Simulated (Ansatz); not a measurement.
**Ta$_{4}$N$_{3}$ (I4/mmm), ideal shear of a crystal plane**

These are results of DFT r2SCAN, scalar-relativistic, plane waves, PAW in Ansatz, not measurements. Cutoff 500 eV, Γ-centred 9×9×5 k-points, Gaussian smearing of 0.15 eV. Spin–orbit coupling is left out, which can shift energies with elements as heavy as these. No spin polarisation. Energies are free energies at this smearing, counted from the undisturbed cell; pressure is positive in compression.

Reference structure (relaxed at this level; it needn't be the usual structure):

```yaml
crystal:
  lattice:
    - [-4.38018, 0.00000, 0.00000]
    - [0.00000, -4.38018, 0.00000]
    - [0.00000, 0.00000, 8.57988]
  atoms:
    - { symbol: Ta, position: [0.50000, 0.00000, 0.88410] }
    - { symbol: Ta, position: [0.00000, 0.50000, 0.38410] }
    - { symbol: Ta, position: [0.50000, 0.50000, 0.65227] }
    - { symbol: Ta, position: [0.00000, 0.00000, 0.15227] }
    - { symbol: Ta, position: [0.00000, 0.50000, 0.88410] }
    - { symbol: Ta, position: [0.50000, 0.00000, 0.38410] }
    - { symbol: Ta, position: [0.50000, 0.50000, 0.11593] }
    - { symbol: Ta, position: [0.00000, 0.00000, 0.61593] }
    - { symbol: N, position: [0.50000, 0.00000, 0.63410] }
    - { symbol: N, position: [0.00000, 0.50000, 0.13410] }
    - { symbol: N, position: [0.00000, 0.00000, 0.88410] }
    - { symbol: N, position: [0.50000, 0.50000, 0.38410] }
    - { symbol: N, position: [0.00000, 0.50000, 0.63410] }
    - { symbol: N, position: [0.50000, 0.00000, 0.13410] }
```

The cut lies on the cell's a–b face, a (0 0 1) plane (indices in the standard cell, whose axes needn't be the Cartesian ones shown) of area 19.19 Å², between layers 1.99 Å apart. Vector c is tilted by f times 1·a − 1·b (length 6.195 Å) with the atoms' Cartesian places fixed: one unrelaxed fault a cell. The traction is dγ/du, the slope of γ against the slip u in Å. Some rows repeat others by symmetry and weren't run.

| f | γ (mJ/m²) | traction (GPa) |
| --- | --- | --- |
| 0.0000 | 0 | 0.0 |
| 0.0833 | 842 | 31.2 |
| 0.1667 | 2897 | 41.8 |
| 0.2500 | 4027 | -8.7 |
| 0.3333 | 2571 | -36.0 |
| 0.4167 | 1135 | -17.3 |
| 0.5000 | 722 | 0.0 |
| 0.5833 | 1135 | 17.3 |
| 0.6667 | 2571 | 36.0 |
| 0.7500 | 4027 | 8.7 |
| 0.8333 | 2897 | -41.8 |
| 0.9167 | 842 | -31.2 |

Q: Read off the first barrier and the stress needed to climb it, and compare with Frenkel's sinusoid.

A: The traction changes sign between f = 0.167 and 0.250, so by linear interpolation the first maximum lies at f = 0.236, a slip of 1.46 Å, with γ ≈ 4044 mJ/m², which stands in for the unstable fault energy γ_us, and the steepest sampled slope before it is 41.8 GPa. A sinusoid γ = γ_us sin²(πu/λ) with its maximum there has λ = 2.92 Å and a largest slope πγ_us/λ = 43.5 GPa (1 mJ/m² per Å = 0.01 GPa).

Q: Is there a metastable fault on this line?

A: The samples dip to a local minimum of 722 mJ/m² at f = 0.500. If it survives relaxation and slip across the line, it is a planar fault that lets a dislocation split into partials, more widely the lower its energy (an antiphase boundary, where the slip puts unlike atoms in each other's places).

The cut is rigid; relaxing the faces lowers these energies and usually the stresses.

In a metal these slopes depend on the k mesh and the smearing.

Cost: 7 runs of about 17 core-minutes in all, on Oxide Virtual Turin-like Processor (Zen 5) (shared hosts).